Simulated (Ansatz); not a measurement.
# How much do the gradients of MgCr2Ag2O8 depend on the method?

Cell: a Materials Project structure (computed, not necessarily an observed phase).

```cif
data_MgCr2Ag2O8
_symmetry_space_group_name_H-M 'Amm2'
_symmetry_Int_Tables_number 38
_cell_length_a 6.5202
_cell_length_b 6.3686
_cell_length_c 9.1059
_cell_angle_alpha 90.000
_cell_angle_beta 90.000
_cell_angle_gamma 90.000
loop_
_atom_site_label
_atom_site_type_symbol
_atom_site_symmetry_multiplicity
_atom_site_Wyckoff_symbol
_atom_site_fract_x
_atom_site_fract_y
_atom_site_fract_z
Mg Mg 2 a 0.0000 0.0000 0.6584
Cr2 Cr 2 a 0.0000 0.0000 0.3602
Cr3 Cr 2 b 0.5000 0.0000 0.6417
Ag Ag 4 c 0.7382 0.0000 0.0036
O6 O 4 d 0.0000 0.7920 0.4813
O7 O 4 e 0.5000 0.7906 0.5358
O8 O 4 c 0.2780 0.0000 0.7446
O9 O 4 c 0.7969 0.0000 0.2546
```

One atom of each set is listed; the run and its k-mesh use a cell of 13 atoms with edges of 6.52, 5.56, 5.56 Å.

First run. All values are calculated (Ansatz; DFT, PBE, plane waves and PAW, scalar-relativistic, 420 eV cutoff, Γ-centred 4×5×5 k-points, Fermi–Dirac smearing 0.02 eV), not measured.

```
site  V_zz (10²¹ V/m²)     η
  Mg             -2.47  0.58
 Cr2              4.16  0.21
 Cr3              2.38  0.33
  Ag             -3.23  0.97
  O6              3.80  0.87
  O7             -4.28  0.84
  O8             -5.38  0.89
  O9             -2.69  0.94
```

Second run. The same atoms and settings, except that the functional is r2SCAN and the cutoff is 500 eV.

Problem. Given the first result, estimate the second.

Solution. 

| site | V_zz | η | change of V_zz |
| --- | --- | --- | --- |
| Mg | -2.51 | 0.56 | -0.04 |
| Cr2 | 3.97 | 0.23 | -0.19 |
| Cr3 | 2.22 | 0.09 | -0.16 |
| Ag | 4.05 | 0.92 | – |
| O6 | 4.22 | 0.80 | +0.42 |
| O7 | -4.35 | 0.92 | -0.07 |
| O8 | -5.46 | 0.97 | -0.08 |
| O9 | -3.04 | 0.95 | -0.35 |

The largest change of V_zz along a kept axis is on O6, from 3.80 to 4.22. The whole tensor moves most on Ag, by 0.87 along its most changed direction. In per cent, |V_zz| changes by +2 on Mg, -7 to -5 on Cr, +2 to +13 on O (all sites that start above 0.5, bar those whose gradient vanishes or changes sign or whose main axis turns by over 40°). Where |V_zz| stays above 0.1 and the axes keep their order, η moves most on Cr3, from 0.33 to 0.09. On Ag the largest principal value lies along another axis in the second run, so the two V_zz can't be compared directly.

Without spin–orbit coupling (the program notes it for Ag) the gradients are little affected as a rule: paired runs on crystals with a gap mostly move them by under 2 % at such atoms.
For the first run: The largest force is 0.6 eV/Å, so the atoms aren't at the calculated equilibrium and relaxing them would move these values.
For the second run: At this cell the r2SCAN pressure is -6 GPa, so with r2SCAN the cell would shrink if it were relaxed. The entry's cell may itself be off. The largest force is 1.1 eV/Å, so the atoms aren't at the calculated equilibrium and relaxing them would move these values.
